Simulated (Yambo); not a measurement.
BSE-type run in Yambo on AgI (wurtzite, space group P6_3mc, No. 186), at zero momentum.

Quantum ESPRESSO step (LDA, PseudoDojo standard norm-conserving files, scalar-relativistic):
```
&CONTROL
  calculation = 'nscf'
  pseudo_dir = './pseudo'
  outdir = './out'
/
&SYSTEM
  ibrav = 0
  nat = 4
  ntyp = 2
  ecutwfc = 86.0
  ecutrho = 344.0
  occupations = 'fixed'
  force_symmorphic = .true.
  nbnd = 82
/
&ELECTRONS
  conv_thr = 4e-09
  diago_full_acc = .true.
  diago_thr_init = 1e-08
/
ATOMIC_SPECIES
Ag 107.8682 Ag.upf
I 126.9045 I.upf
CELL_PARAMETERS angstrom
  4.482216292377   0.000000000000   0.000000000000
 -2.241108146189   3.881713174455   0.000000000000
  0.000000000000   0.000000000000   7.333964135000
ATOMIC_POSITIONS crystal
Ag   0.333333333000   0.666666667000   0.002713579400
Ag   0.666666666333   0.333333333667   0.502713579400
I   0.333333333000   0.666666667000   0.377186420600
I   0.666666666333   0.333333333667   0.877186420600
K_POINTS automatic
6 6 2 0 0 0
```

Yambo input:
```
rim_cut
optics
bse
bss
dipoles
em1s
RandQpts= 1000000
RandGvec= 1 Ry
FFTGvecs= 40 Ry
Chimod= "HARTREE"
BSKmod= "SEX"
BSEmod= "resonant"
BSSmod= "hs"
BSENGexx= 15 Ry
BSENGBlk= 2 Ry
% KfnQP_E
 1.262 | 1.0 | 1.0 |
%
% BSEQptR
 1 | 1 |
%
% BSEBands
 11 | 31 |
%
% BEnRange
 0.0 | 8.6 | eV
%
% BDmRange
 0.15 | 0.15 | eV
%
BEnSteps= 172
% BLongDir
 1.0 | 0.0 | 0.0 |
%
BSHayTrs= -0.02
BSSNEig= 24
WRbsWF
% BndsRnXs
 9 | 78 |
%
NGsBlkXs= 2 Ry
% LongDrXs
 1.0 | 1.0 | 1.0 |
%
```

From the report:

The dimension is k points × valence × conduction bands = 72 × 16 × 5 = 5760.
```
   [SLEPC] Approach                          : Krylov-Schur
   [SLEPC] Number of requested eigenvalues   :  24
   [SLEPC] Number of eigenvalues        [NEV]:  24
    [K] Dimension                                    :   5760
    [K] Bands                                        :  11  31
    [K] Exchange res                                 : yes
    [K] Correlation res                              : yes
    [K] W interaction is bare                        : no
    [K] RL vectors exchange                          :   845
    [K] RL vectors correlation                       :   43
    [W] Matrix size                                  :   43
    [W] Bands                                        :    9   78
    [W] Coulomb Cutoff                               : none
    [W] Hxc Kernel                                   : HARTREE
```

Spin-orbit coupling is not included.

Geometry relaxed with LDA.
